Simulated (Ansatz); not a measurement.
Cu$_{3}$N:
```xyz
4
Lattice="0.0000 2.7891 2.7891 2.7891 0.0000 2.7891 2.7891 2.7891 0.0000" Properties=species:S:1:pos:R:3 pbc="T T T"
N      0.0000     0.0000     0.0000
Cu     2.7891     2.7891     2.7891
Cu     1.3945     1.3945     1.3945
Cu     4.1836     4.1836     4.1836
```

Relaxed with PBE. Special points in fractions of this cell's reciprocal vectors: Γ (0.000, 0.000, 0.000); X (0.500, 0.000, 0.500); U (0.625, 0.250, 0.625); K (0.375, 0.375, 0.750); L (0.500, 0.500, 0.500); W (0.500, 0.250, 0.750).

Problem. List the band energies nearest the Fermi level at these points for PBE in the plane-wave PAW code Ansatz.

Solution. In eV from the Fermi level; about four levels below and three above (degenerate sets whole), none deeper than 8.9 eV; points with the same levels are listed once.

```
k                          below                above
-  -----------------------------  -------------------
Γ  -1.50 -1.50 -0.09 -0.09 -0.09       6.41 6.41 6.41
X        -1.53 -1.33 -1.33 -1.30       0.40 3.84 4.41
U        -1.35 -1.33 -1.27 -1.20       1.15 3.32 3.84
L        -1.70 -1.70 -1.55 -0.97       0.02 0.02 2.88
W  -1.74 -1.74 -1.31 -1.31 -1.19  2.55 2.93 3.93 3.93
```

Space group Fm-3m. The cell is a constructed one: a structure type filled with these elements; neither database checked (COD, Materials Project) lists it. COD files the formula under space group No. 221, so this cell is another polymorph or a model. Whether it is the stable phase at ambient conditions was not checked. Symmetry was held in the PBE relaxation; whether a distortion lowers the energy is not shown. No spin polarisation was allowed.

Potentials: the earlier of the program's two PAW sets.
